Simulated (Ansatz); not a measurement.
## Al5Co2Ni3 (P4/mmm) at 2 levels of theory

One geometry, relaxed with PBE; plane waves with PAW potentials in Ansatz, scalar-relativistic. No spin polarisation. Gaps are the least over mesh and band path; pressure is positive in compression.

```
CELL_PARAMETERS angstrom
2.86727 0.00000 0.00000
0.00000 2.86727 0.00000
0.00000 0.00000 14.48459
ATOMIC_POSITIONS crystal
Al 0.50000 0.50000 0.89894
Al 0.50000 0.50000 0.10105
Al 0.50000 0.50000 0.30308
Al 0.50000 0.50000 0.50000
Al 0.50000 0.50000 0.69692
Co 0.00000 0.00000 0.40134
Co 0.00000 0.00000 0.59866
Ni 0.00000 0.00000 0.79692
Ni 0.00000 0.00000 0.00000
Ni 0.00000 0.00000 0.20308
```

| level | cutoff (eV) | k mesh | gap (eV) | pressure (GPa) |
| --- | --- | --- | --- | --- |
| PBE | 420 | 14×14×4 | 0 | 0.0 |

Problem. What comes out on the same cell with LDA?

Solution.
```tsv
level	cutoff (eV)	k mesh	gap (eV)	pressure (GPa)
LDA	420	14×14×4	0	-10.6
```

Spin polarisation was left out, and a magnetic state may lie lower.

The structure comes from a generated guess; another structure or a mixture of phases may lie lower.
